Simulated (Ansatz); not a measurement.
TaAs in space group I4_1md (No. 109; Ta on 4a, As on 4a) under volume change, plane-wave PAW r²SCAN (Ansatz code), shape and atoms relaxed at each volume.

```
V (Å³/atom)  E − E(relaxed) (meV/atom)  P (GPa)
-----------  -------------------------  -------
15.783                            96.0    21.40
16.304                            40.3    13.11
16.824                             9.5     6.04
17.344                             0.0     0.00
17.865                             8.6    -5.16
18.385                            32.7    -9.57
18.905                            70.0   -13.31
```

Q: What does a third-order Birch–Murnaghan fit give for V₀, B₀ and B′?

A: V₀ = 17.34 Å³/atom, B₀ = 186 GPa, B′ = 4.3.

The cell was relaxed with r²SCAN under the symmetry of its start. No spin polarisation was allowed. Scalar-relativistic: spin–orbit coupling is off unless named, which matters more the heavier the elements.

Potentials: the later of the program's two PAW sets.
